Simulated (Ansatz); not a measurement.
TiO$_{2}$ (I4_1/amd): phonons

Method: r²SCAN, PAW on Ansatz 0.2.0's default frozen-core files (fitted under PBE), scalar-relativistic.

Cell and atoms were relaxed beforehand by PAW with this functional.

Launched as:

```sh
ansatz run input.yaml --threads 2 --pin off --max-ram 6144MiB --backend cpu --events-out ev --progress --plain --runs-dir out
```

Input file:

```yaml
crystal:
  lattice:
    - [-1.88896023641, 1.88896023641, 4.79175654533]
    - [1.88896023641, -1.88896023641, 4.79175654533]
    - [1.88896023641, 1.88896023641, -4.79175654533]
  atoms:
    - { symbol: Ti, position: [0.0, 0.0, 0.0] }
    - { symbol: Ti, position: [0.75, 0.25, 0.5] }
    - { symbol: O, position: [0.207280562663, 0.207280562663, 0.0] }
    - { symbol: O, position: [0.957280562663, 0.457280562663, 0.5] }
    - { symbol: O, position: [0.542719437337, 0.042719437337, 0.5] }
    - { symbol: O, position: [0.792719437337, 0.792719437337, 0.0] }
kpoints:
  mp_grid: { grid: [6, 6, 6] }
scf:
  occupations: { method: fixed }
hamiltonian:
  xc: r2scan
  pseudopotentials: { kind: paw }
phonons:
  supercell: [1, 1, 1]
```

The program printed:

```
Warning: RAYON_NUM_THREADS=2 ignored (pool sized by the plan → 2); use --threads N
Engine: ansatz 0.2.0, aarch64-unknown-linux-gnu
Pseudopotentials: kind: paw
Pseudopotential: Ti, paw, valence charge 12, recommended cutoff 500 eV (meta_gga), Ti.paw.azcp
Pseudopotential: O, paw, valence charge 6, recommended cutoff 500 eV (meta_gga), O.paw.azcp
Functional definition: r2SCAN
  parameter k0 = 0.174
  parameter k1 = 0.065
  parameter a1 = 4.9479
  exchange = r2scan_x(k0 = k0, k1 = k1, a1 = a1)
  correlation = r2scan_c
Crystal: 6 atoms, lattice volume = 68.391 Å³
Basis set: ecut = 500 eV, 1693 PW (Γ), exchange–correlation on 270×270×270 points (216 copies of the dense FFT grid, shifted against one another)
Bands: 30, of which v1, the nominal top of the filled ones, is band 24 counted from 1 (23 counted from 0)
Symmetry: 16 space group operations
k-points: 30 of 216
Non-local potential: Ti, projectors of the file, l = 0: 3, l = 1: 2, l = 2: 3, l = 3: 1
Non-local potential: O, projectors of the file, l = 0: 2, l = 1: 2, l = 2: 1
PAW form: soft (Blöchl's): semilocal exchange-correlation on the pseudo side does not see the compensation charge
PAW frozen core: Ti, regenerated for the run's functional (the file was generated under x = pbe(κ = 0.804, μ = 0.2195149727645171), c = pbe(β = 0.06672455060314922))
PAW frozen core: O, regenerated for the run's functional (the file was generated under x = pbe(κ = 0.804, μ = 0.2195149727645171), c = pbe(β = 0.06672455060314922))
PAW one-centre angular grid: Ti, 590 points (default); XC on 160 Gauss nodes
PAW one-centre angular grid: O, 302 points (default); XC on 160 Gauss nodes
Initial density: superposition of atomic densities (neutral atoms: chi_scale 0, normalization atom), corrected by the library's trained network
Initial wavefunctions: pseudopotential atomic-orbital guess
Functional: x = r2scan, c = r2scan; τ floored in thin density (d = 2e-4 eV/Å³)
[... 62 lines left out ...]
SCF iter   3: F=—  HF=-7292.663297 eV  |F-HF|=—  |Δ(HF+E_count)|=   1.19e-9  Δρ=8.30e-7  dr2=1.21e-10  dr2_τ=3.23e-11  ethr=8.73e-12  ⟨swp⟩=2.0  Hψ=2861  notcnv=0  defer=114
SCF iter   4: F=—  HF=-7292.663297 eV  |F-HF|=—  |Δ(HF+E_count)|=  1.19e-10  Δρ=6.22e-7  dr2=2.56e-10  dr2_τ=2.75e-11  ethr=1.00e-12  ⟨swp⟩=2.1  Hψ=2867  notcnv=0  defer=114
SCF iter   5: F=—  HF=-7292.663297 eV  |F-HF|=—  |Δ(HF+E_count)|=  5.37e-11  Δρ=1.53e-7  dr2=1.01e-11  dr2_τ=1.60e-12  ethr=1.00e-12  ⟨swp⟩=2.0  Hψ=2728  notcnv=0  defer=114
SCF iter   6: F=-7292.663297 eV  HF=-7292.663297 eV  |F-HF|=0.00e0  |Δ(HF+E_count)|=  1.82e-12  Δρ=5.72e-8  dr2=1.11e-12  dr2_τ=1.47e-13  ethr=1.00e-12  ⟨swp⟩=6.8  Hψ=8254  notcnv=0
SCF 6 converged in 6 iterations: F = -7292.663297 eV  dr2 = 1.11e-12
SCF converged after 2 iterations
Free energy (F): -7292.663339 eV
Harris-Foulkes:  -7292.663339 eV  (|F-HF|=1.36e-11)
Internal energy: -7292.663339 eV  (E = F + TS)
E sigma→0 (E₀):  -7292.663339 eV
Fermi energy:    6.863732 eV
--- Per-component energies (eV) ---
  E_band       = -507.921297
  E_kinetic    = 1251.719179
  E_local      = -3571.195013  (includes V_loc(G=0)·N_el)
  E_nonlocal   = 191.964082
  E_hartree    = 1382.685660
  E_xc         = -482.714570
  E_vxc        = -693.317399  (∫ρ·V_xc dr)
  E_paw        = -2747.617666  (= ΣΔE_a)
  E_vpaw       = -498.329688  (= ΣTr[D̂ρ^β])
  E_aug_tail   = 0.004417  (compensation charges beyond the density's cutoff)
  E_vtau       = 45.861761  (kinetic-family band-sum trace: ∫τ·v_τ [+ j·A + Jᵃ·Aᵃ] dr)
  E_ewald      = -3316.874749
  E_core_change = -0.634678  (= ΣΔE_core)
  E_smearing   = -0.000000  (= −TS)
  E_closure    = 0.000000  (closes the sum)
  Σ components = -7292.663339   (vs F -7292.663339, Δ=0.00e0)
--- Forces (eV/Å), atoms counted from 1 ---
  atom   1  Ti     0.00000000     0.00000000     0.00000000
  atom   2  Ti    -0.00000000     0.00000000    -0.00000000
  atom   3  O      0.00000000     0.00000000    -0.00132832
  atom   4  O     -0.00000000    -0.00000000    -0.00132832
  atom   5  O     -0.00000000     0.00000000     0.00132832
  atom   6  O      0.00000000    -0.00000000     0.00132832
  max |Σ_I F_I| component: 9.87e-18 eV/Å
--- Phonons: 4 displaced members + reference (amplitude 0.0025 Å, Σ member SCF iterations 33) ---
  symmetry images taken by strict's conditions (phonons.symmetry_images: auto; settled by no image being taken that strict refuses)
  ASR residual: 1.029e-4 → 0.000e0 eV/Å²; symmetrization residual: 1.013e-4 eV/Å²
  largest component of a force at the reference: 1.3e-3 eV/Å
  ASR residual per site (eV/Å²): 1.01e-4 1.01e-4 1.03e-4 1.03e-4 1.03e-4 1.03e-4
  Γ frequencies (cm⁻¹): 0.00 0.00 0.00 136.92 136.92 183.47 183.47 237.50 237.50 335.90 383.64 424.42 424.42 504.92 522.04 547.33 630.68 630.68
  density of states and harmonic sums: on the 18×18×23 q-mesh, interpolated from the force constants of a 1×1×1 supercell (no non-analytic term)
  largest difference from the sums on the solved wave vectors: F 3.73e-1 eV, S 6.31e-4 and C_V 2.58e-4 eV/K
```

The calculation finished and met its thresholds.

Zone-centre phonons:

Harmonic phonons of a crystal by Kohn-Sham DFT at the given cell, standard atomic masses, acoustic sum rule imposed; negative wavenumbers are unstable modes; optical zone-centre levels upwards with Mulliken labels, activity, and the element with most of the kinetic energy.

```
Point group : 4/mmm
```

```tsv
number	phonon wavenumber (cm⁻¹)	label	infrared	raman	lead element
1	136.9	Eg	no	yes	Ti
2	183.5	Eg	no	yes	O
3	237.5	Eu	yes	no	O
4	335.9	A2u	yes	no	O
5	383.6	B1g	no	yes	Ti
6	424.4	Eu	yes	no	O
7	504.9	B1g	no	yes	O
8	522	A1g	no	yes	O
9	547.3	B2u	no	no	O
10	630.7	Eg	no	yes	O
```

Keep in mind: frozen-core PAW files fitted under PBE, their cores solved anew for the functional of the run; zone-boundary modes aren't tested; no LO-TO term at the zone centre.

It took 4.3 min on 2 threads of Arm Neoverse N1, on a shared host, peak memory 1.7 GiB.
